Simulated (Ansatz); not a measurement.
BN:
```cif
data_B2N2
_chemical_formula_sum 'B2 N2'
_space_group_name_H-M_alt 'P 1'
_space_group_IT_number 1
_cell_length_a 2.48831
_cell_length_b 2.48831
_cell_length_c 6.49510
_cell_angle_alpha 90.000
_cell_angle_beta 90.000
_cell_angle_gamma 120.000
loop_
_space_group_symop_operation_xyz
  'x, y, z'
loop_
_atom_site_label
_atom_site_type_symbol
_atom_site_fract_x
_atom_site_fract_y
_atom_site_fract_z
_atom_site_occupancy
B1 B 0.66667 0.33333 0.25000 1
N1 N 0.33333 0.66667 0.25000 1
B2 B 0.33333 0.66667 0.75000 1
N2 N 0.66667 0.33333 0.75000 1
```

Relaxed with LDA.

### Question
Which orbitals make up the states near the band edges in LDA (plane waves, PAW; program Ansatz)?

### Answer
Top 1 eV of the valence band: N 2p 91 %, B 2p 9 %. Bottom 1 eV of the conduction band: B 2p 89 %, N 2p 7 %. Projections are on Löwdin-orthogonalised atomic valence shells; empty p or d shells of many metals are not among them.

### Question
Tabulate the density of states.

### Answer
States/eV per cell of 4 atoms, in 0.25 eV bins, energy from the valence-band maximum.

| E (eV) | total | N 2p | B 2p | B 2s |
|---|---|---|---|---|
| -7.86 | 0.97 | 0.62 | 0.17 | 0.13 |
| -7.61 | 0.82 | 0.52 | 0.14 | 0.11 |
| -7.36 | 0.68 | 0.44 | 0.11 | 0.09 |
| -7.11 | 0.73 | 0.47 | 0.11 | 0.10 |
| -6.86 | 0.89 | 0.58 | 0.12 | 0.14 |
| -6.61 | 0.93 | 0.61 | 0.14 | 0.14 |
| -6.36 | 1.05 | 0.67 | 0.20 | 0.13 |
| -6.11 | 1.13 | 0.71 | 0.25 | 0.13 |
| -5.86 | 1.22 | 0.76 | 0.29 | 0.12 |
| -5.61 | 1.32 | 0.82 | 0.34 | 0.11 |
| -5.36 | 1.47 | 0.91 | 0.39 | 0.11 |
| -5.11 | 1.57 | 0.98 | 0.45 | 0.10 |
| -4.86 | 1.46 | 0.92 | 0.41 | 0.09 |
| -4.61 | 1.71 | 1.09 | 0.50 | 0.08 |
| -4.36 | 2.55 | 1.63 | 0.79 | 0.08 |
| -4.11 | 2.41 | 1.56 | 0.76 | 0.06 |
| -3.86 | 1.75 | 1.14 | 0.54 | 0.04 |
| -3.61 | 1.67 | 1.11 | 0.50 | 0.05 |
| -3.36 | 1.66 | 1.11 | 0.50 | 0.03 |
| -3.11 | 1.58 | 1.07 | 0.46 | 0.03 |
| -2.86 | 1.54 | 1.05 | 0.44 | 0.02 |
| -2.61 | 1.53 | 1.07 | 0.43 | 0.02 |
| -2.36 | 1.43 | 1.02 | 0.39 | 0.01 |
| -2.11 | 1.43 | 1.04 | 0.38 | 0.01 |
| -1.86 | 1.46 | 1.08 | 0.36 | 0.01 |
| -1.61 | 1.59 | 1.21 | 0.37 | 0.00 |
| -1.36 | 1.23 | 0.96 | 0.26 | 0.00 |
| -1.11 | 1.00 | 0.82 | 0.18 | 0.00 |
| -0.86 | 1.03 | 0.88 | 0.14 | 0.00 |
| -0.61 | 1.10 | 0.98 | 0.11 | 0.00 |
| -0.36 | 0.87 | 0.81 | 0.05 | 0.00 |
| -0.11 | 0.62 | 0.61 | 0.01 | 0.00 |
| 0.14 | 0.00 | 0.00 | 0.00 | 0.00 |
| 0.39 | 0.00 | 0.00 | 0.00 | 0.00 |
| 0.64 | 0.00 | 0.00 | 0.00 | 0.00 |
| 0.89 | 0.00 | 0.00 | 0.00 | 0.00 |
| 1.14 | 0.00 | 0.00 | 0.00 | 0.00 |
| 1.39 | 0.00 | 0.00 | 0.00 | 0.00 |
| 1.64 | 0.00 | 0.00 | 0.00 | 0.00 |
| 1.89 | 0.00 | 0.00 | 0.00 | 0.00 |
| 2.14 | 0.00 | 0.00 | 0.00 | 0.00 |
| 2.39 | 0.00 | 0.00 | 0.00 | 0.00 |
| 2.64 | 0.00 | 0.00 | 0.00 | 0.00 |
| 2.89 | 0.00 | 0.00 | 0.00 | 0.00 |
| 3.14 | 0.00 | 0.00 | 0.00 | 0.00 |
| 3.39 | 0.00 | 0.00 | 0.00 | 0.00 |
| 3.64 | 0.00 | 0.00 | 0.00 | 0.00 |
| 3.89 | 0.00 | 0.00 | 0.00 | 0.00 |
| 4.14 | 0.20 | 0.01 | 0.18 | 0.00 |
| 4.39 | 0.67 | 0.04 | 0.60 | 0.00 |
| 4.64 | 1.16 | 0.06 | 1.06 | 0.00 |
| 4.89 | 1.05 | 0.11 | 0.90 | 0.00 |
| 5.14 | 1.01 | 0.15 | 0.80 | 0.01 |
| 5.39 | 1.05 | 0.18 | 0.78 | 0.02 |
| 5.64 | 1.03 | 0.20 | 0.72 | 0.02 |
| 5.89 | 0.86 | 0.17 | 0.56 | 0.03 |
| 6.14 | 0.82 | 0.17 | 0.49 | 0.03 |
| 6.39 | 0.79 | 0.17 | 0.45 | 0.03 |
| 6.64 | 0.79 | 0.17 | 0.43 | 0.04 |
| 6.89 | 0.81 | 0.18 | 0.41 | 0.04 |
| 7.14 | 0.96 | 0.20 | 0.45 | 0.06 |
| 7.39 | 1.06 | 0.23 | 0.48 | 0.07 |
| 7.64 | 0.70 | 0.19 | 0.33 | 0.03 |
| 7.89 | 0.58 | 0.16 | 0.28 | 0.02 |
| 8.14 | 0.36 | 0.11 | 0.18 | 0.01 |
| 8.39 | 0.64 | 0.16 | 0.27 | 0.05 |
| 8.64 | 0.74 | 0.18 | 0.30 | 0.06 |
| 8.89 | 0.63 | 0.14 | 0.25 | 0.06 |

Space group P6_3/mmc. The cell was relaxed with LDA under the symmetry of its start; phonons on a q-mesh show no instability. A crystal of weakly bound layers computed without a dispersion correction: the cell and the soft elastic constants depend strongly on that.

Potentials: the earlier of the program's two PAW sets.
